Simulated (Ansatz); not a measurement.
Here is the system:

HfN:
```
HfN
1.0
    0.00000     2.26292     2.26292
    2.26292     0.00000     2.26292
    2.26292     2.26292     0.00000
Hf N
1 1
Direct
  0.00000   0.00000   0.00000
  0.50000   0.50000   0.50000
```

This is the r²SCAN-relaxed structure.

Q: All from DFT-r²SCAN in the program Ansatz with PAW potentials, unless another level is named. Give the electronic character.

A: metallic (no gap).

Q: And the density of states at the Fermi level?

A: 0.30 states/eV per atom (mean over ±0.08 eV).

Q: What about the formation energy from the elements (no fitted shifts)?

A: -1.87 eV/atom.

Space group Fm-3m (rock salt). Symmetry was held in the r²SCAN relaxation. No spin polarisation was allowed. With an odd number of electrons in the cell and no spin polarisation, the count alone makes it a metal. The references are the lowest solids computed at this level, not always the standard phases (solids in place of the gases). Scalar-relativistic: spin–orbit coupling is off unless named, which matters more the heavier the elements.

Potentials: the earlier of the program's two PAW sets.
